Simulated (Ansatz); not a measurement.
## CsH squeezed and stretched

A database entry relaxed whole under r2SCAN (Fm-3m):

```
Cs H
1.0
     0.00000    3.18800    3.18800
     3.18800    0.00000    3.18800
     3.18800    3.18800    0.00000
Cs H
1 1
Direct
  0.00000 0.00000 0.00000
  0.50000 0.50000 0.50000
```

The cell was scaled uniformly, its shape held, and the atoms relaxed at each volume with plane-wave PAW DFT (Ansatz 0.2.0; r2SCAN, 500 eV, 8×8×8 Γ-centred mesh, fermi-dirac occupations of width 0.020 eV; no spin, no spin-orbit coupling). One row is withheld.

```tsv
volume (Å³/atom)	energy over the lowest (meV/atom)	pressure (GPa)	gap over mesh and path (eV)
30.457	4.1	0.69	2.604
31.105	?	?	?
31.753	0.5	0.22	2.656
32.401	0.0	0.01	2.679
33.049	0.3	-0.17	2.700
33.697	1.4	-0.34	2.720
34.345	3.1	-0.49	2.737
```

Task: Fit the pressures of the other rows to the third-order Birch-Murnaghan form.

Result: With f = [(V₀/V)^(2/3) − 1]/2 and P = 3B₀f(1 + 2f)^(5/2)[1 + 3(B₀′ − 4)f/2], least squares gives V₀ = 32.45 Å³ an atom, B₀ = 9.67 GPa and B₀′ = 3.8; the rows miss the fit by less than 0.01 GPa. The slope of the energies differs from these pressures by less than 0.05 GPa.

Task: How does the gap move with volume?

Result: A parabola in ln(V/V₀) through the other rows has the slope dE_g/d ln V = +1.1 eV at V₀, so by B₀ the gap moves by -113 meV a GPa: it narrows under pressure.

Task: What does the withheld row hold?

Result: The fit gives 0.44 GPa at 31.105 Å³; the run gave 0.44 GPa and 1.8 meV an atom. Its gap is 2.632 eV, against 2.631 eV from the parabola.

Caveats: the shape of the cell was held; 0 K, fixed nuclei; the symmetry was kept, and this need not be the phase that is stable at 0 K; one mesh for all volumes; r2SCAN gaps lie as a rule under measured ones; the slope of the gap can be off by tens of per cent, more where shallow d levels or spin-orbit coupling act on the edges; pressure is positive in compression.
